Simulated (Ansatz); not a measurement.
BeZn$_{3}$Te$_{4}$ (P-4m2) at 3 levels of theory

One geometry, relaxed with PBE; plane waves with PAW potentials in Ansatz, scalar-relativistic unless the row names spin-orbit coupling. No spin polarisation but for the spin–orbit row. Gaps are the least over mesh and band path; pressure is positive in compression.

```yaml
crystal:
  lattice:
    - [4.26973, 0.00000, 0.00000]
    - [0.00000, 4.26973, 0.00000]
    - [0.00000, 0.00000, 12.16196]
  atoms:
    - { symbol: Be, position: [0.50000, 0.50000, 0.50000] }
    - { symbol: Zn, position: [0.00000, 0.00000, 0.74016] }
    - { symbol: Zn, position: [0.00000, 0.00000, 0.25984] }
    - { symbol: Zn, position: [0.50000, 0.50000, 0.00000] }
    - { symbol: Te, position: [0.50000, 0.00000, 0.60914] }
    - { symbol: Te, position: [0.00000, 0.50000, 0.39086] }
    - { symbol: Te, position: [0.50000, 0.00000, 0.12999] }
    - { symbol: Te, position: [0.00000, 0.50000, 0.87001] }
```

| level | cutoff (eV) | k mesh | gap (eV) | pressure (GPa) |
| --- | --- | --- | --- | --- |
| PBE | 420 | 6×6×4 | 1.51 | 0.0 |
| r2SCAN | 500 | 6×6×4 | 2.06 | -1.2 |
| PBE with spin-orbit coupling | 420 | 6×6×4 | 1.24 | 0.1 |

Spin-orbit coupling matters for the bands of heavy elements and enters only rows that name it.

The cell was found from a structure generator's guess, not taken from experiment.
